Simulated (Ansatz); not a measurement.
La (dhcp (α-La type), P6_3/mmc), a = b = 3.7644 Å, c = 12.0995 Å, α = β = 90.00°, γ = 120.00°.

Relaxed with PBE.

### Question
Which orbitals make up the states near the Fermi level in PBE (plane waves, PAW; program Ansatz)?

### Answer
Within 0.5 eV of the Fermi level: La 5d 77 %, La 4f 13 %, La 6s 6 %. Projections are on Löwdin-orthogonalised atomic valence shells; empty p or d shells of many metals are not among them.

### Question
Tabulate the density of states.

### Answer
States/eV per cell of 4 atoms, in 0.25 eV bins, energy from the Fermi level.

```
E (eV)  total  La 5d  La 4f  La 6s
------  -----  -----  -----  -----
-3.35    0.00   0.00   0.00   0.00
-3.10    0.11   0.00   0.00   0.09
-2.85    0.27   0.00   0.00   0.23
-2.60    0.35   0.01   0.00   0.29
-2.35    0.51   0.02   0.00   0.41
-2.10    0.69   0.06   0.00   0.54
-1.85    1.65   0.73   0.01   0.78
-1.60    5.13   3.39   0.05   1.42
-1.35    6.79   4.85   0.11   1.52
-1.10    7.75   6.09   0.23   1.14
-0.85    7.17   5.83   0.26   0.82
-0.60    6.46   5.48   0.32   0.44
-0.35    5.81   4.89   0.42   0.29
-0.10    5.55   4.47   0.57   0.27
0.15     8.26   6.18   1.22   0.52
0.40     6.42   4.44   1.38   0.37
0.65     7.98   5.09   2.11   0.46
0.90     9.56   5.43   3.13   0.56
1.15     8.95   4.03   4.07   0.52
```

The PBE relaxation kept the symmetry of its start. Axis ratios of metals converge slowly with the k-mesh, so a and c are less sure than the volume. Spin–orbit coupling is left out wherever it is not named.

Potentials: the later of the program's two PAW sets.
